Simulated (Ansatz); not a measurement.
Relaxed-ion elastic tensor of Si$_{3}$N$_{4}$ in space group P6_3/m (No. 176; Si on 6h, N on 2d, N on 6h) in GPa (Voigt order), the program Ansatz at the PBEsol level (PAW); density 3.18 g/cm³, 10.47 Å³ per atom.

```json
[
 {"": "1", "1": "408", "2": "191", "3": "114", "4": "0.0", "5": "0.0", "6": "0.0"},
 {"": "2", "1": "191", "2": "408", "3": "114", "4": "0.0", "5": "0.0", "6": "0.0"},
 {"": "3", "1": "114", "2": "114", "3": "532", "4": "0.0", "5": "0.0", "6": "0.0"},
 {"": "4", "1": "0.0", "2": "0.0", "3": "0.0", "4": "96.6", "5": "0.0", "6": "0.0"},
 {"": "5", "1": "0.0", "2": "0.0", "3": "0.0", "4": "0.0", "5": "96.6", "6": "0.0"},
 {"": "6", "1": "0.0", "2": "0.0", "3": "0.0", "4": "0.0", "5": "0.0", "6": "109"}
]
```

### Question
Is the crystal mechanically stable?

### Answer
Yes: the smallest eigenvalue of C is 96.6 GPa.

### Question
Work out the Voigt, Reuss and Hill averages.

### Answer
K_V = 243, K_R = 242, K_H = 242; G_V = 122, G_R = 113, G_H = 118 GPa.

### Question
Give Young's modulus, Poisson's ratio, Pugh's ratio and the universal anisotropy index.

### Answer
E = 9KG/(3K + G) = 304 GPa; ν = 0.29; K/G = 2.06 (ductile by the Pugh limit of 1.75); A_U = 5G_V/G_R + K_V/K_R − 6 = 0.40.

### Question
Estimate the sound speeds and the Debye temperature.

### Answer
v_l = √((K + 4G/3)/ρ) = 11200 m/s, v_t = √(G/ρ) = 6090 m/s, mean 6790 m/s; Θ = (h/k)(3n/4πV)^(1/3) v_m = 924 K.

### Question
How much does each axis shrink under pressure?

### Answer
Linear compressibilities β_i = Σ_j S_ij (j = 1 to 3): x 1.4, y 1.4, z 1.3 per TPa.

The PBEsol relaxation kept the symmetry of its start.

Potentials: the earlier of the program's two PAW sets. The files were generated under PBE; for other functionals the program regenerates the frozen cores, and for LDA and PBEsol the local potential too.
